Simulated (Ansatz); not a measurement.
CsH: computed property card

CsH:
```cif
data_HCs
_chemical_formula_sum 'Cs1 H1'
_space_group_name_H-M_alt 'P 1'
_space_group_IT_number 1
_cell_length_a 3.81405
_cell_length_b 3.81405
_cell_length_c 3.81405
_cell_angle_alpha 90.000
_cell_angle_beta 90.000
_cell_angle_gamma 90.000
loop_
_space_group_symop_operation_xyz
  'x, y, z'
loop_
_atom_site_label
_atom_site_type_symbol
_atom_site_fract_x
_atom_site_fract_y
_atom_site_fract_z
_atom_site_occupancy
Cs1 Cs 0.00000 0.00000 0.00000 1
H1 H 0.50000 0.50000 0.50000 1
```

Space group Pm-3m (No. 221), CsCl type; conventional cell a = 3.8140 Å, b = 3.8140 Å, c = 3.8140 Å, α = 90.00°, β = 90.00°, γ = 90.00°.

Method: the program Ansatz at the r²SCAN level (PAW). Geometry: relaxed at this level of theory. Other levels are named where they apply.

Cell and energy:

Volume per atom: 27.74 Å³
Density: 4.01 g/cm³
Formation energy from the elements (no fitted shifts): -24 kJ/mol-atom

Electronic structure:

- Band gap: 3.18 eV (direct)
- Valence-band maximum: at R
- Conduction-band minimum: at R
- Hole effective mass: 0.52 mₑ (isotropic)
- Hole effective mass with spin–orbit coupling: 0.52 mₑ (isotropic)
- HSE06 gap on the r²SCAN cell: 3.62 eV
- Gap with spin–orbit coupling: 3.17 eV

Mechanics:

- Bulk modulus (Birch–Murnaghan fit): 139 kbar
- Pressure derivative B′: 4.6

Charges:

* **Bader charges**: Cs +0.76, H -0.76 e

The workflow started from a Materials Project entry (that database holds measured and hypothetical structures alike); the Crystallography Open Database copy checked does not list it. COD files the formula under space group No. 225. Its standing as an ambient phase is unchecked. Symmetry was held in the r²SCAN relaxation; its stability against distortions is not shown here. The references are the lowest solids computed at this level, not always the standard phases (solids in place of the gases). Scalar-relativistic: spin–orbit coupling is off unless named, which matters more the heavier the elements.

Potentials: the later of the program's two PAW sets.
